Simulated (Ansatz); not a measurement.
PtPb (NiAs type, P6_3/mmc), plane-wave PAW PBE (Ansatz code), all energies at zero smearing, with the estimated change up to a 700 eV cutoff added, with one set of potentials and settings (totals compare only within such a set). Cell of 4 atoms (2 Pb, 2 Pt): -48858.639 eV.

| element | reference phase | E (eV/atom) |
|---|---|---|
| Pb | Fm-3m, 1 atoms in the cell | -11906.4191 |
| Pt | Fm-3m, 1 atoms in the cell | -12523.0127 |

Formation energy per atom, worked out: (-48858.639 − 2×(-11906.4191) − 2×(-12523.0127))/4 = 0.056 eV/atom (5 kJ per mol of atoms), at 0 K, without zero-point energy or fitted corrections.

The workflow started from an entry of the Crystallography Open Database (COD). Whether it is the stable phase at ambient conditions was not checked. The cell was relaxed with PBE under the symmetry of its start; whether a distortion lowers the energy is not shown. No spin polarisation was allowed. The references are the lowest solids computed at this level, not always the standard phases. Scalar-relativistic: spin–orbit coupling is off unless named, which matters more the heavier the elements.

Potentials: the later of the program's two PAW sets.
